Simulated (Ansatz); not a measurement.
## Slab of bcc W (111), 1 layer

The slab is cut from the bcc crystal, the stable phase, as relaxed on PAW files (16.13 Å³/atom), with 16 Å of vacuum and a dipole correction:

```
W
1.0
     4.50203    0.00000    0.00000
    -2.25102    3.89888    0.00000
     0.00000    0.00000   16.00000
W
1
Direct
  0.00000 0.00000 0.50000
```

Level of theory: DFT with PBE, scalar-relativistic, in Ansatz 0.2.0; a Γ-centred 9×9×1 k mesh, Fermi–Dirac smearing of 0.08 eV, no spin polarisation. LAPW: all electrons, basis error target 1 meV/atom; PAW: frozen-core files, cutoff 420 eV.

The bulk energy comes from a cell in the slab's orientation on a 9×9×13 mesh. The surface energy is (E(slab) − N·E(bulk))/2A at zero smearing, the mean of both faces; thin slabs carry quantum-size effects.

Spin–orbit coupling is left out, which matters for the heavy atoms.

Q: As cut, the LAPW slab lies 10.207 eV above 1 atom of bulk. What surface energy is that?

A: Over two faces of 17.55 Å² it is 290.7 meV/Å², and times 16.02 J/m² per eV/Å² that gives γ = 4.658 J/m².

```
method  γ as cut (J/m²)  Φ as cut (eV)
  LAPW            4.658           4.92
   PAW            4.660           4.92
```

Q: What changes if the vacuum is set to 11 Å?

A: LAPW then gives: no gap, work function 4.92 eV; PAW: no gap, work function 4.92 eV. The program warns that the vacuum is too thin.
